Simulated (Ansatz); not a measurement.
Theory: DFT LDA, scalar-relativistic, plane waves, PAW in Ansatz. Cutoff 420 eV, Γ-centred k meshes of 512 to 1728 points, fixed occupations in insulators, in metals Fermi–Dirac smearing of 0.15 eV (Gaussian, 0.2 eV, where magnetic), no spin polarisation. Values of metals depend on mesh and smearing. Spin–orbit coupling is left out. Each crystal stands at its own equilibrium volume, in the symmetry named.

Question: Order these crystals by the shear modulus (Hill), lowest first.
A. CsH (Pm-3m, 2 atoms in the cell, 24.1 Å³/atom, Cs next to 8 H)
B. AlCu3 (Pm-3m, 4 atoms in the cell, 11.6 Å³/atom, Al next to 12 Cu)
C. CaO (Fm-3m, 2 atoms in the cell, 13.0 Å³/atom, Ca next to 6 O)
D. Si (Fd-3m, 2 atoms in the cell, 19.7 Å³/atom, Si next to 4 Si)

Answer: A (15 GPa), B (58 GPa), D (63 GPa), C (87 GPa).